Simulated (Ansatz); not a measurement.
Given:

WSe$_{2}$:
```cif
data_Se4W2
_chemical_formula_sum 'W2 Se4'
_space_group_name_H-M_alt 'P 1'
_space_group_IT_number 1
_cell_length_a 3.30261
_cell_length_b 3.30261
_cell_length_c 13.22733
_cell_angle_alpha 90.000
_cell_angle_beta 90.000
_cell_angle_gamma 120.000
loop_
_space_group_symop_operation_xyz
  'x, y, z'
loop_
_atom_site_label
_atom_site_type_symbol
_atom_site_fract_x
_atom_site_fract_y
_atom_site_fract_z
_atom_site_occupancy
W1 W 0.66667 0.33333 0.25000 1
W2 W 0.33333 0.66667 0.75000 1
Se1 Se 0.33333 0.66667 0.37578 1
Se2 Se 0.66667 0.33333 0.62422 1
Se3 Se 0.66667 0.33333 0.87578 1
Se4 Se 0.33333 0.66667 0.12422 1
```

This is the r²SCAN+D4-relaxed structure.

Q: All from r²SCAN+D4 (plane waves, PAW; program Ansatz), unless another level is named. Give the band gap.

A: 1.17 eV (indirect).

Q: Predict the electron effective mass.

A: 0.47, 0.47, 0.58 mₑ (principal values).

Q: And the HSE06 gap on the r²SCAN+D4 cell?

A: 1.53 eV.

Q: What about the weight of the conduction-edge state by species (Voronoi cells)?

A: W 54 %, Se 46 %.

Space group P6_3/mmc. The cell was relaxed with r²SCAN+D4 under the symmetry of its start; of distortions, only those at the zone centre were tested. No spin polarisation was allowed. Scalar-relativistic: spin–orbit coupling is off unless named, which matters more the heavier the elements.

Potentials: the later of the program's two PAW sets.
